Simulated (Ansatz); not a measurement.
Cu Kα1 powder pattern (kinematic, no thermal factors).
2θ (°) (relative intensity): 14.49 (7), 19.47 (13), 24.35 (16), 29.21 (10), 34.06 (100), 35.35 (77), 37.19 (4), 39.53 (2), 42.31 (4), 45.47 (18), 48.95 (2), 49.90 (29), 53.15 (2), 55.39 (3), 57.16 (2), 60.57 (6), 60.97 (18), 61.80 (30), 64.27 (1), 69.01 (5), 71.35 (22), 71.71 (11), 71.72 (1), 77.01 (1), 79.24 (4), 82.56 (13)

The pattern is computed from a structure relaxed with DFT PBE, scalar-relativistic, plane waves, PAW (Ansatz). No spin polarisation. Its elements are Al, Ga, Sb.

Task: Give the structure.

Result: AlGa2Sb3.
Space group P-6m2 (No. 187). a = 5.260 Å, b = 5.260 Å, c = 6.110 Å, α = 90.00°, β = 90.00°, γ = 120.00°
```
atom  site  symmetry       x       y       z
  Al    1a      -6m2  0.0000  0.0000  0.0000
  Ga    2i       3m. 0.6667  0.3333  0.2418
  Sb    1b      -6m2  0.0000  0.0000  0.5000
  Sb    1c      -6m2  0.3333  0.6667  0.0000
  Sb    1d      -6m2  0.3333  0.6667  0.5000
```

A pattern alone doesn't exclude other cells with like lines; this is the one computed.

Another cell of AlGa2Sb3 relaxed alike, in P4mm, lies 37 meV/atom lower, so this cell isn't the stable form at this level.

It was reached by relaxing an invented guess, and it needn't be the stable form of this composition.
